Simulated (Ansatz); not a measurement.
FePt (CuAu type, space group P4/mmm)

```xyz
2
Lattice="2.7339 0.0000 0.0000 0.0000 2.7339 0.0000 0.0000 0.0000 3.7210" Properties=species:S:1:pos:R:3 pbc="T T T"
Fe     1.3669     1.3669     1.8605
Pt     0.0000     0.0000     0.0000
```

E(V) scan at fixed shape, V₀ the volume above. Symmetry pins the atoms to their sites.

Calculation: r2SCAN (plane waves to 500 eV, PAW, scalar-relativistic; Ansatz, a first-principles code). k mesh 17×17×13 (Γ-centred), Fermi-Dirac smearing 0.05 eV. Compression counts positive. FePt was relaxed with its symmetry unable to fall. Relaxed FePt ends ferromagnetic. Spin-orbit coupling is left out, though Pt is heavy. Other magnetic orders were not checked, so this need not be the ground state.

At one point of the scan the stress tensor (GPa) is:

```
   32.1      0.0      0.0
    0.0     32.1      0.0
    0.0      0.0     32.3
```

### Question
Which point is it?
A) V/V₀ = 0.867
B) V/V₀ = 0.947
C) V/V₀ = 0.920
D) V/V₀ = 0.893

### Answer
D, V/V₀ = 0.893

(A scan under strain: stresses follow from slopes of the energy per volume, elastic moduli from its curvatures.)
